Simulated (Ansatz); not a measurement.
Single point in Ansatz 0.2.0 with PBE, no spin polarisation. Cutoff 420 eV, PAW datasets, 5×5×5 Γ-centred k mesh, fermi-dirac filling (width 0.1 eV).

Computed maps in the lattice plane spanned by b (left to right, 6.45 Å, 20 points from zero) and c (bottom to top, 6.45 Å, 20 points from zero), 60° apart, at height 0.683 along a. The fields are smooth PAW ones with compensation charges, not the true ones near nuclei.

Valence density. Digits on a logarithmic scale: 0 up to 0.03 e/Å³, each further digit a factor of 1.6, 9 from 1.3 e/Å³ up:
```
00011100124567765431
10000000124578887643
21000100023578999864
42002431013578999975
53114996112468999986
53213999612356899987
54222699932235688887
54322369743223567776
43223455554322345555
32222356665432223344
21112346666543111222
10014885666579610011
00004999566599961000
00002899845569993000
11100289833436994101
11110024422322342001
12221000112222110001
12221100012232210000
11221100012344332100
01111100123455554210
```

ELF. Ten even steps from '0' (0.00) to '9' (0.99):
```
00000000036777777741
10000000036766666774
40000000026765445677
62000200015776322567
74101995003676522467
75100999201477653467
76200189400147766567
76211001101114777667
75212432124311467777
54100367777410135666
22000016887200001233
00000410687114200000
00001994067219950000
00000999116308990000
00000099403401992000
00000001000210010000
00000000000110000000
00000000001222110000
00000000024566542000
00000000025777776410
```

**Question.** The cell is Li6I2NCl. Which atoms lie within 0.2 Å of this plane, and where (fractions of b and c)?

**Answer.** Li at (0.32, 0.68), Li at (0.32, 0.32), Li at (0.68, 0.32). The whole cell:
```
Cl I N Li
1.0
     0.00000    4.56103    4.56103
     4.56103    0.00000    4.56103
     4.56103    4.56103    0.00000
Cl I N Li
1 2 1 6
Cartesian
  0.0000 0.0000 0.0000
  6.8415 6.8415 6.8415
  2.2805 2.2805 2.2805
  4.5610 4.5610 4.5610
  4.5610 6.2340 4.5610
  2.8880 4.5610 4.5610
  4.5610 2.8880 4.5610
  6.2340 4.5610 4.5610
  4.5610 4.5610 6.2340
  4.5610 4.5610 2.8880
```

Origin: a known structure type with other elements, at an estimated volume, so it need not be a known compound. Caveats: atoms or cell far from equilibrium.
